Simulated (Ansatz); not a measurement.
Ansatz input

```yaml
crystal:
  lattice:
    - [2.7180563658, 0.0, 0.0]
    - [-1.3590281829, 2.3539058617, 0.0]
    - [0.0, 0.0, 9.0569328967]
  atoms:
    - { symbol: Si, position: [0.0, 0.0, 0.0] }
    - { symbol: Si, position: [0.0, 0.0, 0.5] }
    - { symbol: Si, position: [0.3333333333, 0.6666666667, 0.25] }
    - { symbol: Si, position: [0.6666666667, 0.3333333333, 0.75] }
hamiltonian:
  xc: blyp
  pseudopotentials:
    kind: paw
    azcp:
      Si: "pseudopotentials/Si.paw.azcp"
basis:
  ecutwfc: 420
  fft_grid_basis: typed
kpoints:
  mp_grid: { grid: [14, 14, 4], shift: [0, 0, 0] }
magnetization:
  spin_polarized: false
scf:
  occupations: { method: fermi_dirac, width: 0.1 }
  lower_state_search: "off"
output:
  stress: true
```

Terminal output

```
Engine: ansatz 0.2.0, aarch64-unknown-linux-gnu
Pseudopotentials: kind: paw
Pseudopotential: Si, paw, valence charge 4, recommended cutoff 420 eV (normal) 
Functional definition: BLYP
  parameter beta = 0.0042
  parameter a = 0.04918
  parameter b = 0.132
  parameter c = 0.2533
  parameter d = 0.349
  exchange = b88_x(beta = beta)
  correlation = lyp_c(a = a, b = b, c = c, d = d)
Crystal: 4 atoms, lattice volume = 57.947 Å³
Basis set: ecut = 420 eV, 1165 PW (Γ), exchange–correlation on 40×40×128 points (8 copies of the dense FFT grid, shifted against one another)
Bands: 12, of which v1, the nominal top of the filled ones, is band 8 counted from 1 (7 counted from 0)
Symmetry: 24 space group operations
Space group: P63/mmc (ITA 194), of the structure as read, at distance tolerance 3.9e-5 Å
k-points: 72 of 784
Non-local potential: Si, projectors of the file, l = 0: 2, l = 1: 2, l = 2: 2
PAW form: soft (Blöchl's): semilocal exchange-correlation on the pseudo side does not see the compensation charge
PAW frozen core: Si, regenerated for the run's functional, and the local potential with it (the file was generated under x = pbe(κ = 0.804, μ = 0.2195149727645171), c = pbe(β = 0.06672455060314922))
PAW one-centre angular grid: Si, 110 points (default); XC on 64 Gauss nodes
Initial density: superposition of atomic densities (neutral atoms: chi_scale 0, normalization atom), corrected by the library's trained network
Initial wavefunctions: pseudopotential atomic-orbital guess
Functional: x = b88, c = lyp
SCF iter   1: F=—  HF=-2553.882544 eV  |F-HF|=—  |Δ(HF+E_count)|=         —  Δρ=8.34e-3  dr2=4.09e-2  ethr=1.77e-3  ⟨swp⟩=6.1  Hψ=13061  notcnv=0  defer=1
automatic band count: the SCF goes on with 16 bands, as 12 were too few: the levels above may hold too much charge
SCF iter   2: F=—  HF=-2553.875559 eV  |F-HF|=—  |Δ(HF+E_count)|=   6.98e-3  Δρ=5.27e-3  dr2=1.67e-2  ethr=2.55e-4  ⟨swp⟩=1.0  Hψ=1728  notcnv=0  defer=1
SCF iter   3: F=—  HF=-2553.871393 eV  |F-HF|=—  |Δ(HF+E_count)|=   4.17e-3  Δρ=2.73e-4  dr2=3.26e-5  ethr=1.05e-4  ⟨swp⟩=2.0  Hψ=1624  notcnv=0  defer=1
SCF iter   4: F=—  HF=-2553.871435 eV  |F-HF|=—  |Δ(HF+E_count)|=   4.22e-5  Δρ=3.06e-5  dr2=4.74e-7  ethr=2.04e-7  ⟨swp⟩=2.0  Hψ=1630  notcnv=0  defer=1
iter 5 did not close the SCF: its close was put off for the readings that it lacked (scf_convergence_deferred on its scf_iter line)
SCF iter   5: F=-2553.871436 eV  HF=-2553.871436 eV  |F-HF|=2.16e-8  |Δ(HF+E_count)|=   2.12e-7  Δρ=4.95e-6  dr2=3.64e-8  ethr=2.96e-9  ⟨swp⟩=2.0  Hψ=1642  notcnv=0  defer=1
SCF iter   6: F=-2553.871436 eV  HF=-2553.871436 eV  |F-HF|=1.27e-9  |Δ(HF+E_count)|=  5.03e-10  Δρ=1.23e-6  dr2=2.15e-9  ethr=2.27e-10  ⟨swp⟩=2.2  Hψ=3431  notcnv=0
SCF 1 converged in 6 iterations: F = -2553.871436 eV  dr2 = 2.15e-9
SCF converged after 6 iterations
Free energy (F): -2553.871436 eV
Harris-Foulkes:  -2553.871436 eV  (|F-HF|=1.27e-9)
Internal energy: -2553.808159 eV  (E = F + TS)
E sigma→0 (E₀):  -2553.839798 eV
Entropy (-TS):   -0.063276 eV (-15.819 meV/atom)
Fermi energy:    11.159246 eV
--- Per-component energies (eV) ---
  E_band       = 87.928197
  E_kinetic    = 165.773693
  E_local      = 3.464885  (includes V_loc(G=0)·N_el)
  E_nonlocal   = 107.551897
  E_hartree    = 2.139827
  E_xc         = -218.836051
  E_vxc        = -184.187558  (∫ρ·V_xc dr)
  E_paw        = -2068.051137  (= ΣΔE_a)
  E_vpaw       = -8.954375  (= ΣTr[D̂ρ^β])
  E_aug_tail   = 0.000029  (compensation charges beyond the density's cutoff)
  E_ewald      = -545.909094
  E_core_change = 0.057791  (= ΣΔE_core)
  E_smearing   = -0.063276  (= −TS)
  E_closure    = 0.000000  (closes the sum)
  Σ components = -2553.871436   (vs F -2553.871436, Δ=0.00e0)
--- Stress (GPa, compression-positive) ---
        8.553792      -0.000000       0.000000
       -0.000000       8.553792      -0.000000
        0.000000      -0.000000       9.807697
  P = ⅓ Tr σ = 8.9718 GPa (89.718 kbar)
```
